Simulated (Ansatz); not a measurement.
# Squeezing TaBeB

```xyz
3
Lattice="3.2503 0.0000 0.0000 -1.6252 2.8149 0.0000 0.0000 0.0000 3.2452" Properties=species:S:1:pos:R:3 pbc="T T T"
Ta    0.0000    0.0000    0.0000
Be    0.0000    1.8766    1.6226
B     1.6252    0.9383    1.6226
```

The base volume is that of a database entry, with shape and atoms relaxed on PAW files at held volume, so it needn't be at zero pressure; the structure needn't be the stable phase, at rest or compressed.

Its volume is scaled, and at each volume shape and atoms are relaxed on PAW files; all methods then take that cell.

Computed with Ansatz 0.2.0; functional PBEsol, scalar-relativistic. Settings: a Γ-centred 13×13×11 k mesh, Fermi–Dirac smearing of 0.05 eV, no spin polarisation. Methods: LAPW: all electrons, basis error target 1 meV/atom; PAW: frozen-core files, cutoff 420 eV; crystal datasets: all electrons, by PAW datasets that the program makes for each cell.

Energies are extrapolated to zero smearing and count from the unscaled cell; pressure is positive in compression; gaps take the mesh and a band path. No temperature or zero-point motion is included.

Spin–orbit coupling is left out, which matters for the heavy atoms. The PAW files were made under PBE. The structure type is held throughout; the real material can change phase at far lower pressure.

```json
{"V/V0": "1.00", "V (Å³/atom)": "9.90", "P LAPW (GPa)": "?", "ΔE LAPW (eV/atom)": "0.000", "P PAW − LAPW (GPa)": "0.10", "ΔE PAW − LAPW (meV/atom)": "0.0", "space group": "P-6m2", "shortest distance (Å)": "1.877"}
{"V/V0": "0.85", "V (Å³/atom)": "8.41", "P LAPW (GPa)": "50.4", "ΔE LAPW (eV/atom)": "0.186", "P PAW − LAPW (GPa)": "0.61", "ΔE PAW − LAPW (meV/atom)": "2.9", "space group": "P-6m2", "shortest distance (Å)": "1.777"}
{"V/V0": "0.45", "V (Å³/atom)": "4.45", "P LAPW (GPa)": "879.8", "ΔE LAPW (eV/atom)": "7.806", "P PAW − LAPW (GPa)": "15.08", "ΔE PAW − LAPW (meV/atom)": "122.8", "space group": "P-6m2", "shortest distance (Å)": "1.432"}
{"V/V0": "0.40", "V (Å³/atom)": "3.96", "P LAPW (GPa)": "1243", "ΔE LAPW (eV/atom)": "11.042", "P PAW − LAPW (GPa)": "22.41", "ΔE PAW − LAPW (meV/atom)": "180.2", "space group": "P-6m2", "shortest distance (Å)": "1.375"}
```

What belongs in the row "1.00", column "P LAPW (GPa)"?

-3.42.

At the smallest volume, how far do crystal datasets lie from LAPW in pressure?

crystal datasets: +0.01 GPa, on a LAPW pressure of 1243 GPa.

How do the Löwdin populations by LAPW change from the unscaled cell to the last row?

Ta 5s 1.95 → 1.79, Ta 6s 0.57 → 0.49, Ta 5p 5.99 → 5.88, Ta 5d 4.30 → 5.51, Ta 4f 14.00 → 13.97, Be 1s 1.98 → 1.93, Be 2s 0.56 → 0.34, B 2s 1.08 → 0.81, B 2p 3.21 → 3.07 electrons an atom. These are projections on the shells that the free atoms fill; 0.37 e a cell lies outside them at the start and 0.27 e at the end.
